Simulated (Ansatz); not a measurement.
CaAg$_{2}$Ge$_{2}$:
```
CaAg2Ge2
1.0
   -2.15924     2.15924     5.46154
    2.15924    -2.15924     5.46154
    2.15924     2.15924    -5.46154
Ag Ge Ca
2 2 1
Direct
  0.75000   0.25000   0.50000
  0.25000   0.75000   0.50000
  0.39031   0.39031   0.00000
  0.60969   0.60969   0.00000
  0.00000   0.00000   0.00000
```

Relaxed with r²SCAN. Special points in fractions of this cell's reciprocal vectors: Γ (0.000, 0.000, 0.000); X (0.000, 0.000, 0.500); P (0.250, 0.250, 0.250); N (0.000, 0.500, 0.000); M (0.500, 0.500, -0.500); S (0.289, 0.711, -0.289); S0 (-0.289, 0.289, 0.289); R (-0.078, 0.078, 0.500); G (0.500, 0.500, -0.078).

Q: List the band energies nearest the Fermi level at these points for the program Ansatz at the r²SCAN level (PAW).

A: In eV from the Fermi level; about four levels below and three above (degenerate sets whole), none deeper than 8.9 eV; points with the same levels are listed once.

| k | below | above |
|---|---|---|
| Γ | -3.76 -3.74 -0.57 -0.57 | 0.58 0.58 1.28 |
| X | -2.69 -2.59 -1.95 -1.00 | 2.12 3.33 3.76 |
| P | -2.63 -2.62 -2.62 -1.54 -1.54 | 1.46 4.41 4.63 4.63 |
| N | -4.84 -3.92 -3.03 -0.57 | 0.32 1.63 2.18 |
| M | -3.74 -1.47 -1.47 -0.35 | 1.33 1.77 2.50 |
| S | -4.54 -1.15 -1.02 -0.71 | 2.57 2.67 3.24 |
| R | -2.57 -2.18 -1.62 -0.82 | 2.14 3.43 3.75 |

Space group I4/mmm. The workflow started from an entry of the Crystallography Open Database (COD). Its standing as an ambient phase is unchecked. The cell was relaxed with r²SCAN under the symmetry of its start; whether a distortion lowers the energy is not shown. No spin polarisation was allowed. Spin–orbit coupling is left out wherever it is not named.

Potentials: the later of the program's two PAW sets.
